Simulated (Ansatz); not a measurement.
In15O24Sn:
```
In15O24Sn
1.0
    7.18724     4.14956     2.94505
   -7.18724     4.14956     2.94505
    0.00000    -8.29912     2.94505
In O Sn
15 24 1
Direct
  0.50000   0.50000   0.00000
  0.00000   0.50000   0.50000
  0.50000   0.00000   0.50000
  0.24943   0.03404   0.78210
  0.53334   0.28461   0.25055
  0.96596   0.21790   0.75057
  0.28461   0.25055   0.53334
  0.21790   0.75057   0.96596
  0.74945   0.46666   0.71539
  0.03404   0.78210   0.24943
  0.71539   0.74945   0.46666
  0.46666   0.71539   0.74945
  0.78210   0.24943   0.03404
  0.75057   0.96596   0.21790
  0.25055   0.53334   0.28461
  0.96031   0.95374   0.73683
  0.45553   0.49333   0.22738
  0.04626   0.26317   0.03969
  0.76361   0.22543   0.27048
  0.73883   0.00825   0.46662
  0.22543   0.27048   0.76361
  0.26317   0.03969   0.04626
  0.72952   0.23639   0.77457
  0.26117   0.99175   0.53338
  0.77457   0.72952   0.23639
  0.95374   0.73683   0.96031
  0.23639   0.77457   0.72952
  0.54447   0.50667   0.77262
  0.73683   0.96031   0.95374
  0.99175   0.53338   0.26117
  0.50667   0.77262   0.54447
  0.53338   0.26117   0.99175
  0.03969   0.04626   0.26317
  0.00825   0.46662   0.73883
  0.49333   0.22738   0.45553
  0.46662   0.73883   0.00825
  0.22738   0.45553   0.49333
  0.27048   0.76361   0.22543
  0.77262   0.54447   0.50667
  0.00000   0.00000   0.00000
```

Relaxed with plane-wave PAW r²SCAN (Ansatz code). Indices refer to the conventional cell of R-3, a = b = 14.3745 Å, c = 8.8351 Å, α = β = 90.00°, γ = 120.00°.

Q: Simulate the powder diffraction pattern (Cu Kα, λ = 1.54184 Å; lines above 1 %) up to 2θ = 90°.

A: Simulated powder pattern, Cu Kα, λ = 1.54184 Å (kinematic, ideal powder, no thermal factors, no anomalous dispersion; the 30 strongest lines at most, above 1 %, up to 2θ = 90°):

| 2θ (°) | d (Å) | I/Imax (%) | hkl |
|---|---|---|---|
| 21.34 | 4.163 | 3.9 | (0 1 -1 2) |
| 21.40 | 4.153 | 7.7 | (2 1 -3 1)+(3 -1 -2 1) |
| 21.41 | 4.150 | 3.3 | (3 0 -3 0) |
| 30.35 | 2.945 | 34 | (0003) |
| 30.45 | 2.935 | 100 | (4 0 -4 1) |
| 35.28 | 2.544 | 41 | (0 4 -4 2) |
| 37.50 | 2.398 | 3.8 | (5 -3 -2 2)+(2 3 -5 2) |
| 41.67 | 2.168 | 3.2 | (5 1 -6 1)+(6 -1 -5 1) |
| 45.36 | 1.999 | 2.9 | (3 -1 -2 4)+(2 1 -3 4) |
| 45.42 | 1.997 | 3.1 | (4 1 -5 3)+(5 -1 -4 3) |
| 45.49 | 1.994 | 2.9 | (4 3 -7 1)+(7 -3 -4 1) |
| 45.50 | 1.993 | 3.1 | (2 5 -7 0)+(5 2 -7 0) |
| 50.68 | 1.801 | 26 | (4 0 -4 4) |
| 50.81 | 1.797 | 25 | (4 4 -8 0) |
| 55.68 | 1.651 | 3.0 | (7 -5 -2 3)+(2 5 -7 3) |
| 55.72 | 1.650 | 1.9 | (0 7 -7 2)+(8 -3 -5 2) |
| 60.22 | 1.537 | 9.5 | (0 4 -4 5) |
| 60.34 | 1.534 | 19 | (4 4 -8 3)+(8 -4 -4 3) |
| 60.40 | 1.532 | 9.3 | (0 8 -8 1) |
| 61.73 | 1.503 | 2.1 | (5 -3 -2 5)+(2 3 -5 5) |
| 61.89 | 1.499 | 1.9 | (4 5 -9 2)+(9 -5 -4 2) |
| 61.91 | 1.499 | 2.1 | (9 -7 -2 1)+(2 7 -9 1) |
| 63.14 | 1.473 | 1.8 | (0006) |
| 63.37 | 1.468 | 5.5 | (8 0 -8 2) |
| 74.60 | 1.272 | 5.4 | (0 8 -8 4) |
| 82.46 | 1.170 | 2.5 | (4 0 -4 7) |
| 82.62 | 1.168 | 2.5 | (8 0 -8 5) |
| 82.78 | 1.166 | 5.0 | (8 4 -12 1)+(12 -4 -8 1) |
| 85.20 | 1.139 | 3.7 | (4 4 -8 6)+(8 -4 -4 6) |
| 85.41 | 1.137 | 3.8 | (4 8 -12 2)+(12 -8 -4 2) |

The start of the workflow was typed in or built on a structure type; the Crystallography Open Database copy checked does not list it. Whether it is the stable phase at ambient conditions was not checked. Symmetry was held in the r²SCAN relaxation; whether a distortion lowers the energy is not shown. Spin–orbit coupling is left out wherever it is not named.

Potentials: the later of the program's two PAW sets.
